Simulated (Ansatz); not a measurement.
**Relativistic treatment of BiRu**

```
CELL_PARAMETERS angstrom
0.00000 2.77474 2.77474
2.77474 0.00000 2.77474
2.77474 2.77474 0.00000
ATOMIC_POSITIONS crystal
Ru 0.00000 0.00000 0.00000
Bi 0.50000 0.50000 0.50000
```

Atoms are numbered in the order listed.

The conventional cell has a = 5.549 Å, b = 5.549 Å, c = 5.549 Å, α = 90.00°, β = 90.00°, γ = 90.00°. Around Ru (atom 1) lie 6 Bi at 2.77 Å. Around Bi (atom 2) lie 6 Ru at 2.77 Å.

The structure comes from a relaxation in the same program, started in the rocksalt type, and has space group Fm-3m. Whether it is a known phase or the ground state wasn't checked.

Spin polarisation is left out, and whether a magnetic state lies lower isn't shown here.

One fixed cell is solved with PBE by LAPW (all electrons) in Ansatz 0.2.0 under different relativistic treatments. Pressure is positive in compression.

Numerical set-up: a Γ-centred 10×10×10 k mesh, Fermi–Dirac smearing of 0.05 eV, basis error target 0.25 meV/atom, no spin polarisation.

```json
{"setting": "scalar-relativistic", "P (GPa)": "0.03"}
{"setting": "non-relativistic", "P (GPa)": "?"}
{"setting": "with spin–orbit coupling", "P (GPa)": "?"}
{"setting": "scalar-relativistic, point nuclei", "P (GPa)": "0.05"}
{"setting": "scalar-relativistic, inner shells corrected to Dirac", "P (GPa)": "0.07"}
```

Problem. Give the missing entry: row "non-relativistic", column "P (GPa)".

Solution. 1.92.

Problem. Give the missing entry: row "with spin–orbit coupling", column "P (GPa)".

Solution. 0.32.
